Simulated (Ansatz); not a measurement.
# Ta (hcp): energy against volume

These are results of DFT, PBEsol, plane waves (420 eV) with PAW, scalar-relativistic (Ansatz), not measurements. (PAW data from PBE, frozen cores regenerated.)

The cell is scaled uniformly from the relaxed one, with fractional coordinates and shape fixed. Energies are extrapolated to zero smearing, pressures are those at the given smearing. Magnetic state: spin not included.

A Birch-Murnaghan fit gives V₀ = 18.13 Å³/atom, B₀ = 201 GPa, B₀′ = 3.7.

**Question.** What are the energy above the minimum and the pressure at 17.391 Å³/atom?

**Answer.** 20.1 meV/atom and 9.20 GPa as computed.

**Question.** What are the energy above the minimum and the pressure at 18.840 Å³/atom?

**Answer.** 16.5 meV/atom and -7.04 GPa as computed.

**Question.** What are the energy above the minimum and the pressure at 19.565 Å³/atom?

**Answer.** 63.5 meV/atom and -13.11 GPa as computed.
